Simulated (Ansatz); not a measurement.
**Ansatz 0.2.0, relaxation: SbPd2**

Run with:

```bash
ansatz run input.yaml --threads 2 --pin off --max-ram 2560MiB --backend cpu --events-out ev --progress --plain --runs-dir out
```

input.yaml:

```yaml
crystal:
  lattice:
    - [4.947435, 0.0, 0.0]
    - [0.0, 4.947435, 0.0]
    - [0.0, 0.0, 4.947435]
  atoms:
    - { symbol: Sb, position: [0.0, 0.0, 0.0] }
    - { symbol: Sb, position: [0.5, 0.5, 0.5] }
    - { symbol: Pd, position: [0.25, 0.25, 0.25] }
    - { symbol: Pd, position: [0.25, 0.75, 0.75] }
    - { symbol: Pd, position: [0.75, 0.75, 0.25] }
    - { symbol: Pd, position: [0.75, 0.25, 0.75] }
  symmetry: { tolerance: 0.0003 }
kpoints:
  mp_grid: { grid: [7, 7, 7], shift: [0, 0, 0] }
magnetization:
  spin_polarized: false
scf:
  occupations: { method: gaussian, width: 0.1525 }
  lower_state_search: "off"
hamiltonian:
  pseudopotentials: { kind: paw }
  xc: r2scan
basis:
  ecutwfc: 500
  fft_grid_basis: typed
relax:
  max_steps: 40
  cell: { p_target: 5.0 }
output:
  forces: true
  stress: true
  eigenvalues: true
  bader: true
  populations: true
  elf: true
  write_potential: true
  volumetric_format: npy
  dos:
    e_range: [-12, 8]
    de: 0.05
    projected: { site_lists: { Pd: [Pd], Sb: [Sb] } }
checkpoint:
  read: saved_state
```

Origin of the cell: a known structure type with other elements, at an estimated volume, so it need not be a known compound.

The saved state is a converged single point of the same cell.

Excerpt of the output:

```
Pseudopotentials: kind: paw
Pseudopotential: Sb, paw, valence charge 15, recommended cutoff 500 eV (meta_gga), Sb.paw.azcp
Pseudopotential: Pd, paw, valence charge 18, recommended cutoff 500 eV (meta_gga), Pd.paw.azcp
Functional definition: r2SCAN
  exchange = r2scan_x(k0 = k0, k1 = k1, a1 = a1)
  correlation = r2scan_c
Crystal: 6 atoms, lattice volume = 121.099 Å³
Basis set: ecut = 500 eV, 3071 PW (Γ), exchange–correlation on 160×160×160 points (64 copies of the dense FFT grid, shifted against one another)
Bands: 62, of which v1, the nominal top of the filled ones, is band 51 counted from 1 (50 counted from 0)
Symmetry: 48 space group operations
Space group: Pn-3m (ITA 224), of the structure as read, at distance tolerance 1.5e-3 Å
[… 8 lines left out …]
Initial density: read from a saved state, or passed on in memory by an earlier SCF of this step, an earlier step, the calling program or the single point that the run made first
Functional: x = r2scan, c = r2scan; τ floored in thin density (d = 2e-4 eV/Å³)
SCF iter   1: F=-40927.697943 eV  HF=-40927.691521 eV  Δρ=1.95e-3  dr2=2.82e-3  dr2_τ=2.34e-3
SCF iter   2: F=-40927.700095 eV  HF=-40927.699654 eV  Δρ=9.04e-4  dr2=2.60e-4  dr2_τ=1.20e-4
SCF iter   3: F=-40927.700179 eV  HF=-40927.700116 eV  Δρ=3.32e-4  dr2=4.49e-5  dr2_τ=9.98e-6
SCF iter   4: F=-40927.700198 eV  HF=-40927.700196 eV  Δρ=6.04e-5  dr2=2.96e-6  dr2_τ=2.08e-7
SCF iter   5: F=-40927.700198 eV  HF=-40927.700198 eV  Δρ=1.73e-5  dr2=4.71e-7  dr2_τ=2.27e-8
SCF iter   6: F=-40927.700198 eV  HF=-40927.700198 eV  Δρ=5.01e-6  dr2=3.41e-8  dr2_τ=6.45e-10
relax step   1: F+E_penalty+E_count = -40927.700198 eV  Δ(F+E_penalty+E_count) = +0.000e0 eV  max|allowed force component| = 3.469e-18 eV/Å  Δτ_max = 0.0000 Å  P = +60.709 GPa  Ω = 121.099 Å³ […]
relax step   2: F+E_penalty+E_count = -40932.657586 eV  Δ(F+E_penalty+E_count) = -4.957e0 eV  max|allowed force component| = 1.793e-17 eV/Å  Δτ_max = 0.0000 Å  P = +28.595 GPa  Ω = 139.687 Å³ […]
relax step   3: F+E_penalty+E_count = -40934.815888 eV  Δ(F+E_penalty+E_count) = -2.158e0 eV  max|allowed force component| = 1.503e-17 eV/Å  Δτ_max = 0.0000 Å  P = +12.382 GPa  Ω = 157.373 Å³ […]
relax step   4: F+E_penalty+E_count = -40935.376358 eV  Δ(F+E_penalty+E_count) = -5.605e-1 eV  max|allowed force component| = 4.144e-18 eV/Å  Δτ_max = 0.0000 Å  P = +6.833 GPa  Ω = 166.983 Å³ […]
relax step   5: F+E_penalty+E_count = -40935.521957 eV  Δ(F+E_penalty+E_count) = -1.456e-1 eV  max|allowed force component| = 5.301e-18 eV/Å  Δτ_max = 0.0000 Å  P = +4.959 GPa  Ω = 171.033 Å³ […]
relax step   6: F+E_penalty+E_count = -40935.570562 eV  Δ(F+E_penalty+E_count) = -4.860e-2 eV  max|allowed force component| = 6.072e-18 eV/Å  Δτ_max = 0.0000 Å  P = +4.926 GPa  Ω = 171.033 Å³  stress off target by 7.45e-2 GPa […]
relax step   7: F+E_penalty+E_count = -40935.565425 eV  Δ(F+E_penalty+E_count) = +5.136e-3 eV  max|allowed force component| = 5.782e-18 eV/Å  Δτ_max = 0.0000 Å  P = +5.000 GPa  Ω = 170.863 Å³ […]
relax step   8: F+E_penalty+E_count = -40935.565307 eV  Δ(F+E_penalty+E_count) = +1.181e-4 eV  max|allowed force component| = 6.072e-18 eV/Å  Δτ_max = 0.0000 Å  P = +5.000 GPa  Ω = 170.863 Å³  stress off target by 4.11e-4 GPa […]
SCF 8 converged in 4 iterations: F = -40935.565307 eV  dr2 = 4.49e-11
basis re-selected at this cell: Δ(F+E_penalty+E_count) = +1.181e-4 eV, ΔP = -0.000 GPa vs the last step (what re-selecting the basis moved, of the pressure what is left beyond the Pulay corre […]
SCF converged after 4 iterations
Free energy (F): -40935.565307 eV
Harris-Foulkes:  -40935.565307 eV  (|F-HF|=4.37e-11)
Internal energy: -40935.471399 eV  (E = F + TS)
E sigma→0 (E₀):  -40935.518353 eV
Entropy (-TS):   -0.093909 eV (-15.651 meV/atom)
Fermi energy:    8.534939 eV
--- Per-component energies (eV) ---
  E_band       = -1803.575865
  E_kinetic    = 2484.379013
  E_local      = -15323.497198  (includes V_loc(G=0)·N_el)
  E_nonlocal   = 1608.372802
  E_hartree    = 6447.777956
  E_xc         = -889.861566
  E_vxc        = -1129.387457  (∫ρ·V_xc dr)
  E_paw        = -24303.555685  (= ΣΔE_a)
  E_vpaw       = -2422.852672  (= ΣTr[D̂ρ^β])
  E_aug_tail   = 0.000435  (compensation charges beyond the density's cutoff)
  E_vtau       = 83.853263  (kinetic-family band-sum trace: ∫τ·v_τ [+ j·A + Jᵃ·Aᵃ] dr)
  E_ewald      = -10958.290884
  E_core_change = -0.796272  (= ΣΔE_core)
  E_smearing   = -0.093909  (= −TS)
  Σ components = -40935.565307   (vs F -40935.565307, Δ=0.00e0)
--- Forces (eV/Å), atoms counted from 1 ---
  atom   1  Sb     0.000000     0.000000     0.000000
  atom   2  Sb    -0.000000    -0.000000    -0.000000
  atom   3  Pd    -0.000000    -0.000000     0.000000
  atom   4  Pd     0.000000     0.000000     0.000000
  atom   5  Pd    -0.000000     0.000000    -0.000000
  atom   6  Pd     0.000000     0.000000    -0.000000
  max |Σ_I F_I| component: 0.0 eV/Å
--- Stress (GPa, compression-positive) ---
        4.999589       0.000000       0.000000
        0.000000       4.999589      -0.000000
        0.000000      -0.000000       4.999589
  P = ⅓ Tr σ = 4.9996 GPa (49.996 kbar)
--- Relaxed structure (6 steps of the walk, 6 accepted, 2 SCFs on fresh bases) ---
  F+E_penalty+E_count = -40935.565307 eV   max|allowed force component| = 6.072e-18 eV/Å   (the final SCF, on the basis selected at the relaxed cell)
  cell:  # Å, volume = 170.8630 Å³
    - [5.549017, 0.0, 0.0]
    - [0.0, 5.549017, 0.0]
    - [0.0, 0.0, 5.549017]
  atoms:
    - { symbol: Sb, position: [0.0, 0.0, 0.0] }
    - { symbol: Sb, position: [0.5, 0.5, 0.5] }
    - { symbol: Pd, position: [0.25, 0.25, 0.25] }
    - { symbol: Pd, position: [0.25, 0.750000, 0.750000] }
    - { symbol: Pd, position: [0.750000, 0.750000, 0.25] }
    - { symbol: Pd, position: [0.750000, 0.25, 0.750000] }
--- Löwdin populations: 6 sites ---
  site symbol       q [e]
     0     Sb     15.7746
     1     Sb     15.7746
     2     Pd     17.4391
     3     Pd     17.4391
     4     Pd     17.4391
     5     Pd     17.4391
  spilling = 0.006809 (of n_electrons = 102.000000)
--- Bader charges: 6 sites ---
  site symbol  charge [e]  shift [e]
     0     Sb      0.5344     0.0061
     1     Sb      0.5344     0.0061
     2     Pd     -0.2672     0.0030
     3     Pd     -0.2672     0.0030
     4     Pd     -0.2672     0.0030
     5     Pd     -0.2672     0.0030
  estimated error of the sums over rays = 6.4e-4 e
```

The starting structure.

Space group Pn-3m (No. 224); the run's cell has a = 4.947 Å, b = 4.947 Å, c = 4.947 Å, α = 90.00°, β = 90.00°, γ = 90.00°. Shortest distances: Pd–Sb 2.14 Å, Pd–Pd 3.50 Å.

The relaxed structure.

Space group Pn-3m (No. 224); the run's cell has a = 5.549 Å, b = 5.549 Å, c = 5.549 Å, α = 90.00°, β = 90.00°, γ = 90.00°. Shortest distances: Pd–Sb 2.40 Å.

- Enthalpy lowered by: 1052.0 meV/atom
- Volume change: 41.09 %
- Final pressure: 5.00 GPa
- Relaxation steps listed: 8

Caveats: no spin-orbit coupling, though heavy elements are present; the relaxation held the start's symmetry, so the end may be a saddle point; wide smearing.

It ran for 2.6 min on 2 threads of Arm Neoverse V2, on a shared host, peak memory 0.95 GiB, from a saved density.
